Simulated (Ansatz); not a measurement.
Zr:
```
CELL_PARAMETERS angstrom
     -1.74104     1.74104     1.74104
      1.74104    -1.74104     1.74104
      1.74104     1.74104    -1.74104
ATOMIC_POSITIONS crystal
  Zr 0.00000 0.00000 0.00000
```

Relaxed with LDA.

**Question.** List the phonon frequencies at the special points (DFPT on a 5×5×5 q-mesh, Fourier-interpolated; LDA (plane waves, PAW; program Ansatz)).

**Answer.** In cm⁻¹.

| q | frequencies |
|---|---|
| Γ | 0 0 0 |
| H | 175 175 175 |
| N | 53i 107 124 |
| P | 64 64 64 |

Space group Im-3m (bcc (W type)). This is a known high-temperature phase of the composition, computed here at zero pressure and temperature. The LDA relaxation kept the symmetry of its start. At this level the phase is dynamically unstable (imaginary phonons). No spin polarisation was allowed. As this level gives no gap, phonon frequencies hold no LO–TO term and depend on the k-mesh and smearing (Fermi–Dirac, 0.1 eV here).

Potentials: the earlier of the program's two PAW sets.
